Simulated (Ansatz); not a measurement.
KZnF3 (cubic perovskite, Pm-3m) at seven volumes, plane-wave PAW LDA (Ansatz code), scaled uniformly. One row is withheld.

| V (Å³/atom) | P (GPa) |
|---|---|
| 11.416 | 11.22 |
| 11.793 | 6.82 |
| 12.169 | ? |
| 12.545 | -0.01 |
| 12.922 | -2.64 |
| 13.298 | -4.86 |
| 13.675 | -6.73 |

Fit the shown pressures and predict the withheld one.

P = (3/2)B₀(x^(7/2) − x^(5/2))[1 + (3/4)(B′ − 4)(x − 1)] with x = (V₀/V)^(2/3). Least squares on the six rows gives V₀ = 12.544 Å³/atom, B₀ = 95.4 GPa, B′ = 4.68. At V = 12.169, x = 1.0204 and P = 3.11 GPa. The run itself gave 3.11 GPa.

The LDA relaxation kept the symmetry of its start; phonons on a q-mesh show no instability.

Potentials: the later of the program's two PAW sets.
